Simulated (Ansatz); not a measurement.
Ba2Zn3As2O2:
```
CELL_PARAMETERS angstrom
     -2.08388     2.08388     9.95920
      2.08388    -2.08388     9.95920
      2.08388     2.08388    -9.95920
ATOMIC_POSITIONS crystal
  Ba 0.58871 0.58871 0.00000
  Ba 0.41129 0.41129 0.00000
  Zn 0.00000 0.00000 0.00000
  Zn 0.25000 0.75000 0.50000
  Zn 0.75000 0.25000 0.50000
  As 0.17525 0.17525 0.00000
  As 0.82475 0.82475 0.00000
  O  0.50000 0.00000 0.50000
  O  0.00000 0.50000 0.50000
```

Relaxed with r²SCAN. Special points in fractions of this cell's reciprocal vectors: Γ (0.000, 0.000, 0.000); X (0.000, 0.000, 0.500); P (0.250, 0.250, 0.250); N (0.000, 0.500, 0.000); M (0.500, 0.500, -0.500); S (0.261, 0.739, -0.261); S0 (-0.261, 0.261, 0.261); R (-0.022, 0.022, 0.500); G (0.500, 0.500, -0.022).

Q: List the band energies nearest the valence-band maximum at these points for r²SCAN in the plane-wave PAW code Ansatz.

A: In eV from the valence-band maximum; about four levels below and three above (degenerate sets whole), none deeper than 8.9 eV; points with the same levels are listed once.

```tsv
k	below	above
Γ	-2.30 -2.30 -0.68 0.00 0.00	0.69 0.79 2.08
X	-2.35 -2.11 -1.80 -0.60	1.75 2.73 3.21
P	-2.21 -2.21 -1.80 -0.60	1.74 2.79 3.31 3.31
N	-1.43 -1.20 -1.01 -0.98	2.23 2.41 2.67
M	-2.00 -2.00 -1.62 -0.09 -0.09	0.65 1.49 2.25
S	-1.35 -1.25 -1.05 -0.93	2.16 2.52 2.56
R	-2.35 -2.11 -1.81 -0.62	1.75 2.73 3.22
```

Space group I4/mmm. The first step of the workflow began from a Materials Project structure, measured or hypothetical; the Crystallography Open Database copy checked does not list it. Its standing as an ambient phase is unchecked. The cell was relaxed with r²SCAN under the symmetry of its start; its stability against distortions is not shown here. Scalar-relativistic: spin–orbit coupling is off unless named, which matters more the heavier the elements.

Potentials: the later of the program's two PAW sets.
